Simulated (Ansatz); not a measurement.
## Two Ansatz runs on Cd2C

The cell is built from the fluorite type as a first guess.

First run: DFT, PBE, PAW with Ansatz's default frozen-core files, scalar-relativistic (Ansatz 0.2.0).

```yaml
crystal:
  lattice:
    - [0.0, 3.0056289091, 3.0056289091]
    - [3.0056289091, 0.0, 3.0056289091]
    - [3.0056289091, 3.0056289091, 0.0]
  atoms:
    - { symbol: C, position: [0.0, 0.0, 0.0] }
    - { symbol: Cd, position: [0.25, 0.25, 0.25] }
    - { symbol: Cd, position: [0.75, 0.75, 0.75] }
kpoints:
  mp_grid: { grid: [10, 10, 10] }
scf:
  occupations: { method: fermi_dirac, width: 0.03 }
hamiltonian:
  xc: pbe
  pseudopotentials: { kind: paw }
output:
  forces: true
  stress: true
relax:
  f_tol: 0.005
  max_steps: 80
  cell: {}
```

Result: converged; relaxed volume 17.005 Å³/atom; 37 SCF iterations in all.

The input is then changed:

```diff
@@ -13,9 +13,13 @@
   occupations: { method: fermi_dirac, width: 0.03 }
 hamiltonian:
-  xc: pbe
+  xc: revpbe
   pseudopotentials: { kind: paw }
 output:
   forces: true
   stress: true
+  write_density: true
+  write_potential: true
+  elf: true
+  volumetric_format: npy
 relax:
   f_tol: 0.005
```

(1) What does the second run give?

Results:

(1) It converged; relaxed volume 17.476 Å³/atom; 27 SCF iterations in all.
